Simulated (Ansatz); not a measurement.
BaTiO₃ under strain — electrostatic potentials at the O nuclei

Cell: an entry of the Crystallography Open Database (COD), relaxed with PBE at fixed cell and then changed (z stretched by 1 %, ions relaxed).

```
Ba Ti O
1.0
     3.99980    0.00000    0.00000
     0.00000    3.99980    0.00000
     0.00000    0.00000    4.05818
Ba Ti O
1 1 3
Cartesian
  0.0000 0.0000 -0.0204
  1.9999 1.9999 1.9440
  1.9999 1.9999 0.1058
  1.9999 0.0000 2.0857
  0.0000 1.9999 2.0857
```

Sites (sets of like atoms) are named by element and the number of their first atom in this list.

Computed with Ansatz: DFT, PBE, plane waves and PAW, scalar-relativistic, 420 eV cutoff, Γ-centred 8×8×8 k-points, Fermi–Dirac smearing 0.02 eV.

The potential at a nucleus is that of all electrons and the other nuclei. A higher potential binds the core electrons more strongly, so differences between sites of one element are the initial-state part of core-level shifts.

Question: Rank the O sites by the potential at the nucleus, lowest first, and give each against the lowest.
A. atom 4: 2 Ti at 2.00 Å, angle 172°; also 4 Ba at 2.79–2.90 Å
B. atom 3: 2 Ti at 1.84–2.22 Å, angle 180°; also 4 Ba at 2.83 Å

Answer: A (0.00 V), B (0.16 V).
